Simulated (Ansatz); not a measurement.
K2PdC2 in space group P-3m1 (No. 164; K on 2d, Pd on 1a, C on 2c), DFT-r²SCAN in the program Ansatz with PAW potentials, all energies at zero smearing, with the estimated change up to a 700 eV cutoff added, with one set of potentials and settings (totals compare only within such a set). Cell of 5 atoms (2 K, 1 Pd, 2 C): -10574.374 eV.

```tsv
element	reference phase	E (eV/atom)
K	Im-3m, 1 atoms in the cell	-1542.4813
Pd	Fm-3m, 1 atoms in the cell	-6985.7456
C	P6_3/mmc, 4 atoms in the cell	-251.6711
```

Formation energy per atom, worked out: (-10574.374 − 2×(-1542.4813) − 1×(-6985.7456) − 2×(-251.6711))/5 = -0.065 eV/atom (-6 kJ per mol of atoms), at 0 K, without zero-point energy or fitted corrections.

The first step of the workflow began from a Materials Project structure, measured or hypothetical; the Crystallography Open Database copy checked does not list it. Its standing as an ambient phase is unchecked. The cell was relaxed with r²SCAN under the symmetry of its start; its stability against distortions is not shown here. No spin polarisation was allowed. The references are the lowest solids computed at this level, not always the standard phases.

Potentials: the later of the program's two PAW sets.
